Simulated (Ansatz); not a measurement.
**Kick test of a cell of Ti5Al6Ni**

It was reached by relaxing an invented guess, and it needn't be the stable form of this composition.

Method: Ansatz 0.2.0, DFT PBE, scalar-relativistic, plane waves, PAW. Cutoff 420 eV; k points 14×14×2 on the computed 12-atom cell (Γ-centred); Gaussian smearing, width 0.10 eV; no spin polarisation.

The cell below (12 atoms, space group P4/mmm (No. 123)) is relaxed within its symmetry.

```
Ti Al Ni
1.0
     2.83039    0.00000    0.00000
     0.00000    2.83039    0.00000
     0.00000    0.00000   23.27280
Ti Al Ni
5 6 1
Direct
  0.50000 0.50000 0.82497
  0.50000 0.50000 0.00000
  0.50000 0.50000 0.17503
  0.50000 0.50000 0.34986
  0.50000 0.50000 0.65014
  0.00000 0.00000 0.73747
  0.00000 0.00000 0.91244
  0.00000 0.00000 0.08756
  0.00000 0.00000 0.26253
  0.00000 0.00000 0.43600
  0.00000 0.00000 0.56400
  0.50000 0.50000 0.50000
```

For the test it was strained at random (σ = 1.5 % a component), the atoms were moved at random (σ = 0.05 Å), and all was relaxed again on a coarse 8×8×1 mesh (in the run’s order of axes) with 0.20 eV smearing, with no symmetry imposed.

Trial moments died out on the coarse mesh, so the last step has no spin; another magnetic start might hold.

Q: What happens?

A: It returns, within 1 meV/atom of the unmoved cell on that mesh and with the same symmetry when read at 0.1 Å. No instability shows in this cell; modes of other wave vectors, which need another repeat, aren't tested.
